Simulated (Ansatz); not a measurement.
This cell of CdTe (zinc blende) is off equilibrium:

```xyz
2
Lattice="0.0000 3.1477 3.2736 3.1477 0.0000 3.2736 3.1477 3.1477 0.0000" Properties=species:S:1:pos:R:3 pbc="T T T"
Te     4.7216     4.7216     4.9105
Cd     0.0000     0.0000     0.0000
```

All values below come from r2SCAN (plane waves to 500 eV, PAW, scalar-relativistic; Ansatz, an electronic-structure program). k mesh 9×9×9 (Γ-centred), Fermi-Dirac smearing 0.05 eV. Energies are smeared free energies. Stress and pressure are positive under compression. CdTe was relaxed with its symmetry unable to fall. Spin-orbit coupling is left out, though Te is heavy. The PAW data are Ansatz's earlier set.

Give the stress tensor in GPa and the pressure.


```
   4.25     0.00     0.00
   0.00     4.25     0.00
   0.00     0.00     3.66
```
The pressure, a third of the trace, is 4.05 GPa.

It is the relaxed cell deformed to V/V₀ = 0.920, (c/a)/(c/a)₀ = 1.040, c along z, fractional positions held. What is its energy relative to the relaxed cell?

34.9 meV/atom.

(Under strain, the slope of the energy per volume gives the stress and its curvature an elastic modulus.)
